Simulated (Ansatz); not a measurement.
## Notes on Si₂Ag₂Pt

```
Pt Si Ag
1.0
     0.00000    3.96881    0.00000
     3.96881    0.00000    0.00000
     1.98441    1.98441   -5.15212
Pt Si Ag
1 2 2
Direct
  0.00000 0.00000 0.00000
  0.39630 0.39630 0.20740
  0.60370 0.60370 0.79260
  0.75000 0.25000 0.50000
  0.25000 0.75000 0.50000
```

Level: PBE, no spin polarisation; 420 eV; 9×9×9 Γ-centred mesh; fermi-dirac occupations (width 0.141 eV); Ansatz 0.2.0, fixed geometry.

(1) What happens at the Fermi level?

(2) Which atom feels the largest force, and which way?

(3) Give the Bader charges.

(4) Is the cell too large or too small?

Origin: a known structure type with other elements, at an estimated volume, so it need not be a known compound.

Answers

(1) It is a metal, with about 1.9 states/eV a cell as the mean within 0.25 eV of the Fermi level, mostly Si p (38 %), Pt d (20 %) and Pt s (14 %).

(2) The largest is on Si2 (and as large on other atoms): 0.62 eV/Å, components (0.00, 0.00, 0.62). It makes 0° with the line to a nearest neighbour, Si3 at 2.14 Å, pointing towards it.

(3) Bader charges in e: Si +0.74, Ag -0.14, Pt -0.40. In the mean Si gives up most and Pt takes most. There is one density maximum away from the nuclei.

(4) The pressure is 8.4 GPa (compression positive), so with the atoms held at these fractions the cell would first expand. The principal stresses 6.1, 6.1, 13.1 GPa differ, so its shape would change too.
